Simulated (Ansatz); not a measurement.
Data:

GeMo:
```
GeMo
1.0
    3.12603     0.00000     0.00000
    0.00000     3.12603     0.00000
    0.00000     0.00000     3.12603
Mo Ge
1 1
Direct
  0.00000   0.00000   0.00000
  0.50000   0.50000   0.50000
```

This is the PBE-relaxed structure.

### Question
All from PBE (plane waves, PAW; program Ansatz), unless another level is named. Predict the electronic character.

### Answer
metallic (no gap).

### Question
Predict the density of states at the Fermi level.

### Answer
1.4 states/eV per atom (mean over ±0.08 eV).

### Question
And the formation energy from the elements (no fitted shifts)?

### Answer
134 meV/atom.

### Question
Next, the gap with spin–orbit coupling?

### Answer
none (metallic).

Space group Pm-3m (CsCl type). The cell is a constructed one: a structure type filled with these elements; neither database checked (COD, Materials Project) lists it. Its standing as an ambient phase is unchecked. Symmetry was held in the PBE relaxation; whether a distortion lowers the energy is not shown. No spin polarisation was allowed. The references are the lowest solids computed at this level, not always the standard phases. Spin–orbit coupling is left out wherever it is not named.

Potentials: the earlier of the program's two PAW sets.
